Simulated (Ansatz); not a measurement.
MoS$_{2}$:
```cif
data_Mo2S4
_chemical_formula_sum 'Mo2 S4'
_space_group_name_H-M_alt 'P 1'
_space_group_IT_number 1
_cell_length_a 3.17714
_cell_length_b 3.17714
_cell_length_c 12.58084
_cell_angle_alpha 90.000
_cell_angle_beta 90.000
_cell_angle_gamma 120.000
loop_
_space_group_symop_operation_xyz
  'x, y, z'
loop_
_atom_site_label
_atom_site_type_symbol
_atom_site_fract_x
_atom_site_fract_y
_atom_site_fract_z
_atom_site_occupancy
Mo1 Mo 0.00000 0.00000 0.25000 1
Mo2 Mo 0.00000 0.00000 0.75000 1
S1 S 0.33333 0.66667 0.37335 1
S2 S 0.66667 0.33333 0.62665 1
S3 S 0.66667 0.33333 0.87335 1
S4 S 0.33333 0.66667 0.12665 1
```

Relaxed with r²SCAN+D4.

**Question.** Which orbitals make up the states near the band edges in the program Ansatz at the r²SCAN+D4 level (PAW)?

**Answer.** Top 1 eV of the valence band: Mo 4d 64 %, S 3p 31 %. Bottom 1 eV of the conduction band: Mo 4d 65 %, S 3p 30 %. Projections are on Löwdin-orthogonalised atomic valence shells; empty p or d shells of many metals are not among them.

**Question.** Tabulate the density of states.

**Answer.** States/eV per cell of 6 atoms, in 0.25 eV bins, energy from the valence-band maximum.

| E (eV) | total | S 3p | Mo 4d | S 3s |
|---|---|---|---|---|
| -7.85 | 0.00 | 0.00 | 0.00 | 0.00 |
| -7.60 | 0.00 | 0.00 | 0.00 | 0.00 |
| -7.35 | 0.00 | 0.00 | 0.00 | 0.00 |
| -7.10 | 0.01 | 0.00 | 0.00 | 0.00 |
| -6.85 | 0.45 | 0.28 | 0.11 | 0.02 |
| -6.60 | 2.80 | 1.83 | 0.64 | 0.09 |
| -6.35 | 5.72 | 3.51 | 1.78 | 0.11 |
| -6.10 | 6.24 | 3.75 | 2.10 | 0.10 |
| -5.85 | 5.27 | 3.31 | 1.65 | 0.12 |
| -5.60 | 2.79 | 1.88 | 0.75 | 0.09 |
| -5.35 | 1.70 | 1.17 | 0.44 | 0.05 |
| -5.10 | 1.66 | 1.12 | 0.41 | 0.07 |
| -4.85 | 8.18 | 4.96 | 2.24 | 0.58 |
| -4.60 | 6.66 | 4.03 | 1.66 | 0.55 |
| -4.35 | 3.43 | 2.08 | 1.05 | 0.17 |
| -4.10 | 8.38 | 5.14 | 2.90 | 0.18 |
| -3.85 | 5.56 | 3.41 | 1.95 | 0.09 |
| -3.60 | 3.61 | 2.19 | 1.28 | 0.05 |
| -3.35 | 3.20 | 1.78 | 1.31 | 0.03 |
| -3.10 | 3.94 | 2.41 | 1.38 | 0.06 |
| -2.85 | 7.33 | 4.81 | 2.19 | 0.15 |
| -2.60 | 5.37 | 3.76 | 1.35 | 0.14 |
| -2.35 | 4.80 | 3.68 | 0.88 | 0.13 |
| -2.10 | 5.02 | 4.10 | 0.70 | 0.09 |
| -1.85 | 2.40 | 1.87 | 0.44 | 0.04 |
| -1.60 | 4.78 | 1.86 | 2.67 | 0.09 |
| -1.35 | 5.88 | 2.08 | 3.49 | 0.10 |
| -1.10 | 3.88 | 1.23 | 2.49 | 0.05 |
| -0.85 | 1.93 | 0.55 | 1.32 | 0.03 |
| -0.60 | 0.55 | 0.21 | 0.30 | 0.02 |
| -0.35 | 0.35 | 0.13 | 0.20 | 0.02 |
| -0.10 | 0.12 | 0.04 | 0.07 | 0.01 |
| 0.15 | 0.00 | 0.00 | 0.00 | 0.00 |
| 0.40 | 0.00 | 0.00 | 0.00 | 0.00 |
| 0.65 | 0.00 | 0.00 | 0.00 | 0.00 |
| 0.90 | 0.00 | 0.00 | 0.00 | 0.00 |
| 1.15 | 0.98 | 0.23 | 0.69 | 0.01 |
| 1.40 | 4.22 | 1.26 | 2.70 | 0.07 |
| 1.65 | 8.41 | 2.21 | 5.85 | 0.08 |
| 1.90 | 7.17 | 2.44 | 4.29 | 0.13 |
| 2.15 | 8.31 | 2.73 | 5.02 | 0.19 |
| 2.40 | 7.09 | 2.70 | 3.86 | 0.20 |
| 2.65 | 4.22 | 1.62 | 2.20 | 0.16 |
| 2.90 | 4.48 | 1.78 | 2.26 | 0.14 |
| 3.15 | 4.22 | 1.71 | 2.06 | 0.16 |
| 3.40 | 2.61 | 1.16 | 1.20 | 0.09 |
| 3.65 | 3.26 | 1.51 | 1.49 | 0.11 |
| 3.90 | 4.83 | 2.15 | 2.20 | 0.23 |
| 4.15 | 2.74 | 1.05 | 1.31 | 0.23 |
| 4.40 | 1.39 | 0.48 | 0.71 | 0.15 |
| 4.65 | 0.07 | 0.03 | 0.04 | 0.01 |
| 4.90 | 0.00 | 0.00 | 0.00 | 0.00 |
| 5.15 | 0.00 | 0.00 | 0.00 | 0.00 |
| 5.40 | 0.15 | 0.01 | 0.01 | 0.00 |
| 5.65 | 0.36 | 0.02 | 0.02 | 0.00 |
| 5.90 | 0.51 | 0.03 | 0.02 | 0.00 |

Space group P6_3/mmc. The first step of the workflow began from a Materials Project structure, measured or hypothetical. Its sites differ from those of the usual phase in this space group: another stacking or structure type. The r²SCAN+D4 relaxation kept the symmetry of its start; phonons on a q-mesh show no instability. The run is not spin-polarised. Spin–orbit coupling is left out wherever it is not named.

Potentials: the earlier of the program's two PAW sets.
